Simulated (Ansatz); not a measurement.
The cell below belongs to a search over invented structures; it isn't taken from experiment.

Input and command of a plane-wave DFT calculation in Ansatz:

```yaml
crystal:
  lattice:
    - [4.99243988, 0.0, 0.0]
    - [-2.49621994, 4.32357976, 0.0]
    - [0.0, 0.0, 10.79671659]
  atoms:
    - { symbol: Ti, position: [0.0, 0.0, 0.5] }
    - { symbol: Te, position: [0.0, 0.0, 0.70398267] }
    - { symbol: Te, position: [0.0, 0.0, 0.29601733] }
    - { symbol: As, position: [0.33333333, 0.66666667, 0.5] }
    - { symbol: As, position: [0.66666667, 0.33333333, 0.5] }
    - { symbol: As, position: [0.33421458, 0.0, 0.0] }
    - { symbol: As, position: [0.0, 0.33421458, 0.0] }
    - { symbol: As, position: [0.66578542, 0.66578542, 0.0] }
basis:
  ecutwfc: 420
kpoints:
  mp_grid: { grid: [4, 4, 2] }
hamiltonian:
  xc: pbe
scf:
  occupations: { method: gaussian, width: 0.2 }
  lower_state_search: "off"
output:
  forces: true
  stress: true
  eigenvalues: true
relax:
  adjacent_minimum: "off"
  f_tol: 0.08
  max_steps: 16
  cell: { stress_tol: 0.8 }
```

```bash
ansatz run input.yaml --threads 1 --pin off --max-ram 2560MiB --backend cpu --events-out ev --progress --plain --runs-dir out
```

Processor: Arm Neoverse V1, 1 thread, on a host shared with other jobs.

Question: Estimate time, memory and problem size.

Answer: About 2 min, peak memory 0.51 GiB. It solves 72 bands at 8 k points (after reduction by symmetry) with about 4155 plane waves (on the last cell), in 56 SCF iterations over 9 ionic steps.
